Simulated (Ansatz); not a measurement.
LiCl (rock salt)

```yaml
crystal:
  lattice:
    - [0.00000, 5.11228, 5.11228]
    - [2.55614, 2.55614, 5.11228]
    - [2.55614, 2.55614, 0.00000]
  atoms:
    - { symbol: Cl, position: [0.00000, 0.00000, 0.00000] }
    - { symbol: Cl, position: [0.50000, 0.00000, 0.00000] }
    - { symbol: Li, position: [0.00000, 0.50000, 0.50000] }
    - { symbol: Li, position: [0.50000, 0.50000, 0.50000] }
```

The atoms are displaced by Q × the pattern below (from a DFPT mode at X = (0.5, 0.5, 0.0), largest move 1; Q in Å), at fixed cell. (q is in reciprocal vectors of the primitive cell; the cell shown is doubled to hold the pattern.)

```
atom      x      y       z
----  -----  -----  ------
Cl1   0.000  0.000  -0.087
Cl2   0.000  0.000   0.087
Li3   0.000  0.000   1.000
Li4   0.000  0.000  -1.000
```

These are r2SCAN (plane waves to 500 eV, PAW, scalar-relativistic; Ansatz, an electronic-structure program) values and carry that method's errors. k mesh 11×11×11 (Γ-centred), Fermi-Dirac smearing 0.05 eV. LiCl was relaxed with its symmetry unable to fall. 

```
Q (Å)   −dE/dQ from forces (eV/Å)
------  -------------------------
-0.280                      1.247
-0.233                      0.925
-0.187                      0.667
-0.140                      0.459
-0.093                      0.287
-0.047                      0.138
0.000                       0.000
0.047                      -0.138
0.093                      -0.287
0.140                      -0.459
0.187                      -0.667
0.233                      -0.925
0.280                      -1.247
```

**Question.** What harmonic wavenumber does the curvature at Q = 0 give?

**Answer.** 234 cm⁻¹. E″ = 2.91 eV/Å², M = Σ mᵢ|uᵢ|² = 14.4 u, ν̃ = 521.5·√(|E″|/M).

(A displaced cell: forces are minus the slopes of the energy, force constants its curvatures, and phonons follow from these.)
